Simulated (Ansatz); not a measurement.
**YSe**

```xyz
2
Lattice="0.0000 2.8750 2.8750 2.8750 0.0000 2.8750 2.8750 2.8750 0.0000" Properties=species:S:1:pos:R:3 pbc="T T T"
Y     0.0000    0.0000    0.0000
Se    2.8750    2.8750    2.8750
```

Atom numbers follow the list: Y1, Se2.

The cell comes from COD entry 1527462, which wasn't checked; take it as a given geometry.

Spin polarisation is left out, and whether a magnetic state lies lower isn't shown here.

Methods: DFT, LDA, all-electron LAPW, scalar-relativistic (Ansatz 0.2.0); DFT, LDA, PAW with Ansatz's default frozen-core files, scalar-relativistic (Ansatz 0.2.0).

For LAPW: a Γ-centred 7×7×7 k mesh, Fermi–Dirac smearing of 0.03 eV, basis error target 0.25 meV/atom, no spin polarisation. PAW takes a cutoff of 420 eV at this cell (files made with PBE, cores remade for this functional). The Ansatz runs share mesh, smearing and spin set-up. Values come from LAPW unless marked.

| Property | Result |
| --- | --- |
| Löwdin charges (with 0.07 e of the cell spilling out of the atomic basis, so their sizes and signs hang on that basis) | Y1 0.30, Se2 -0.23 e |
| Band gap | none: with an odd electron count and no spin polarisation the bands can't all be full, a metal in this set-up (spin order or a larger cell could open a gap) |
| Volume per atom | 23.76 Å³ |

(1) Predict this quantity. Density of states at the Fermi level (0.2 eV bin).

(2) Predict this quantity. Bader charges (from the PAW run).

(3) Give the computed value. Pressure at this cell.

Answers

(1) 1.25 states/eV per cell.

(2) Y1 +1.54, Se2 -1.54 e.

(3) -4.63 GPa.
